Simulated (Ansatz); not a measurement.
Ga:
```xyz
4
Lattice="2.2537 -3.8177 0.0000 2.2537 3.8177 0.0000 0.0000 0.0000 4.5090" Properties=species:S:1:pos:R:3 pbc="T T T"
Ga     2.2537    -1.1899     1.8792
Ga     2.2537     1.1899     2.6298
Ga     2.2537    -2.6279     4.1337
Ga     2.2537     2.6279     0.3753
```

Relaxed with PBE+D3(BJ). Special points in fractions of this cell's reciprocal vectors: Γ (0.000, 0.000, 0.000); Y (-0.500, 0.500, 0.000); C0 (-0.337, 0.663, 0.000); Σ0 (0.337, 0.337, 0.000); Z (0.000, 0.000, 0.500); A0 (0.337, 0.337, 0.500); E0 (-0.337, 0.663, 0.500); T (-0.500, 0.500, 0.500); S (0.000, 0.500, 0.000); R (0.000, 0.500, 0.500).

Problem. List the band energies nearest the Fermi level at these points for PBE+D3(BJ) in the plane-wave PAW code Ansatz.

Solution. In eV from the Fermi level; about four levels below and three above (degenerate sets whole), none deeper than 8.9 eV; points with the same levels are listed once.

```csv
k,below,above
Γ,-3.72 -1.73 -1.73 -0.72,0.93 0.99 1.09
Y,-4.14 -3.29 -1.70 -1.51,1.12 1.25 3.39
C0,-1.05 -1.05 -0.16 -0.08,1.05 2.06 2.81
Z,-0.13 -0.13,0.01 0.01 0.09 0.09
A0,-6.04 -6.04 -3.62 -3.62,4.12 4.12 5.15 5.15
T,-1.26 -1.26 -0.92 -0.92,6.76 6.76 7.96 7.96
S,-3.43 -3.43 -1.34 -1.34,0.79 0.79 4.18 4.18
R,-6.26 -6.26 -1.52 -1.52,0.56 0.56 7.24 7.24
```

Space group Cmce (α-Ga). Symmetry was held in the PBE+D3(BJ) relaxation. The pairwise dispersion correction was not fitted to metals. Scalar-relativistic: spin–orbit coupling is off unless named, which matters more the heavier the elements.

Potentials: the later of the program's two PAW sets.
